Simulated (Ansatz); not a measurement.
Ti3C2O2:
```xyz
7
Lattice="3.0222 0.0000 0.0000 -1.5111 2.6173 0.0000 0.0000 0.0000 9.9800" Properties=species:S:1:pos:R:3 pbc="T T T"
O      0.0000     0.0000     6.5244
Ti     0.0000     1.7448     7.4156
C      1.5111     0.8724     8.7272
Ti     0.0000     0.0000     0.0000
C      0.0000     1.7448     1.2529
Ti     1.5111     0.8724     2.5645
O      0.0000     0.0000     3.4557
```

Relaxed with r²SCAN+D4.

Problem. Which orbitals make up the states near the Fermi level in the program Ansatz at the r²SCAN+D4 level (PAW)?

Solution. Within 0.5 eV of the Fermi level: Ti 3d 59 %, C 2p 22 %, O 2p 17 %. Projections are on Löwdin-orthogonalised atomic valence shells; empty p or d shells of many metals are not among them.

Problem. Tabulate the density of states.

Solution. States/eV per cell of 7 atoms, in 0.25 eV bins, energy from the Fermi level.

```tsv
E (eV)	total	Ti 3d	O 2p	C 2p
-7.85	0.00	0.00	0.00	0.00
-7.60	0.00	0.00	0.00	0.00
-7.35	0.00	0.00	0.00	0.00
-7.10	0.00	0.00	0.00	0.00
-6.85	0.00	0.00	0.00	0.00
-6.60	0.53	0.13	0.21	0.11
-6.35	1.23	0.30	0.56	0.21
-6.10	4.61	1.09	2.54	0.53
-5.85	7.63	1.72	4.82	0.54
-5.60	1.97	0.50	1.28	0.10
-5.35	4.96	1.34	2.67	0.69
-5.10	10.21	2.41	5.84	1.39
-4.85	10.53	2.28	6.59	1.13
-4.60	5.98	0.82	4.06	0.76
-4.35	1.34	0.29	0.65	0.31
-4.10	3.59	0.91	1.27	1.16
-3.85	3.50	0.97	0.95	1.37
-3.60	2.90	0.91	0.68	1.15
-3.35	4.04	1.50	0.67	1.68
-3.10	3.93	1.39	0.72	1.63
-2.85	4.87	1.68	0.92	2.06
-2.60	4.96	1.87	0.72	2.24
-2.35	4.45	1.67	0.68	1.97
-2.10	3.03	1.13	0.44	1.38
-1.85	2.21	0.68	0.37	1.08
-1.60	3.41	0.92	0.57	1.79
-1.35	2.46	0.76	0.32	1.30
-1.10	1.27	0.46	0.15	0.62
-0.85	0.76	0.29	0.11	0.33
-0.60	0.64	0.22	0.11	0.29
-0.35	0.60	0.17	0.11	0.29
-0.10	0.43	0.21	0.08	0.13
0.15	1.11	0.74	0.19	0.15
0.40	1.25	0.90	0.18	0.14
0.65	1.88	1.48	0.20	0.16
0.90	1.95	1.58	0.17	0.17
1.15	2.68	2.32	0.16	0.15
1.40	6.82	5.68	0.54	0.41
1.65	2.86	2.45	0.18	0.17
1.90	3.00	2.62	0.14	0.18
2.15	11.41	10.38	0.36	0.47
2.40	8.37	7.47	0.35	0.38
2.65	6.45	5.21	0.40	0.64
2.90	9.49	7.44	0.75	1.08
3.15	4.86	3.88	0.47	0.38
3.40	9.75	7.64	0.83	0.91
3.65	3.42	2.54	0.16	0.51
3.90	3.90	2.83	0.10	0.69
4.15	2.14	1.43	0.12	0.32
4.40	2.53	1.61	0.19	0.43
4.65	2.12	1.30	0.17	0.37
```

Space group P-3m1. The start of the workflow was typed in or built on a structure type; neither database checked (COD, Materials Project) lists it. Whether it is the stable phase at ambient conditions was not checked. The r²SCAN+D4 relaxation kept the symmetry of its start; whether a distortion lowers the energy is not shown. The workflow began spin-polarised and lost its moments. The compound may be a true metal, but semilocal functionals without U, or a wrong spin order, can also close a gap.

Potentials: the later of the program's two PAW sets.
